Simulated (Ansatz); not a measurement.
Total density of states per atom from r²SCAN (plane waves, PAW; program Ansatz), in 0.25 eV bins, energy from the Fermi level:

(E (eV), states/eV/atom): (-7.85, 0.72); (-7.60, 0.72); (-7.35, 0.97); (-7.10, 1.08); (-6.85, 1.19); (-6.60, 1.02); (-6.35, 0.93); (-6.10, 1.04); (-5.85, 1.30); (-5.60, 0.81); (-5.35, 1.31); (-5.10, 1.28); (-4.85, 0.88); (-4.60, 0.69); (-4.35, 1.22); (-4.10, 1.41); (-3.85, 1.37); (-3.60, 1.38); (-3.35, 1.50); (-3.10, 1.46); (-2.85, 1.41); (-2.60, 1.08); (-2.35, 0.99); (-2.10, 1.22); (-1.85, 0.96); (-1.60, 0.94); (-1.35, 0.66); (-1.10, 0.54); (-0.85, 0.55); (-0.60, 0.49); (-0.35, 0.68); (-0.10, 0.86); (0.15, 0.98); (0.40, 1.23); (0.65, 1.42); (0.90, 1.33); (1.15, 1.39); (1.40, 1.22); (1.65, 0.76); (1.90, 0.39); (2.15, 0.30); (2.40, 0.30); (2.65, 0.28); (2.90, 0.23); (3.15, 0.21); (3.40, 0.25); (3.65, 0.27); (3.90, 0.24); (4.15, 0.23); (4.40, 0.23); (4.65, 0.23)

Problem. Which compound is it?
(A) Ga3Tc, I4/mmm (Ga on 4d, Ga on 2b, Tc on 2a)
(B) TaRe, Cmmm (Ta on 2c, Re on 2a)
(C) Re2C, P6_3/mmc (Re on 4f, C on 2c)
(D) TcIr3, P6_3/mmc (Tc on 2d, Ir on 6h)

Solution. D, TcIr3, P6_3/mmc (Tc on 2d, Ir on 6h). Within 0.5 eV of the Fermi level: Ir 5d 60 %, Tc 4d 35 %. Projections are on Löwdin-orthogonalised atomic valence shells; empty p or d shells of many metals are not among them.

The workflow started from a Materials Project entry (that database holds measured and hypothetical structures alike); the Crystallography Open Database copy checked does not list it. With Tc and Ir taken as one species the cell has the higher symmetry P6_3/mmc, so it may be an ordered model of a mixed-site phase. Whether it is the stable phase at ambient conditions was not checked. The r²SCAN relaxation kept the symmetry of its start; its stability against distortions is not shown here. No spin polarisation was allowed. Scalar-relativistic: spin–orbit coupling is off unless named, which matters more the heavier the elements.

Potentials: the later of the program's two PAW sets.
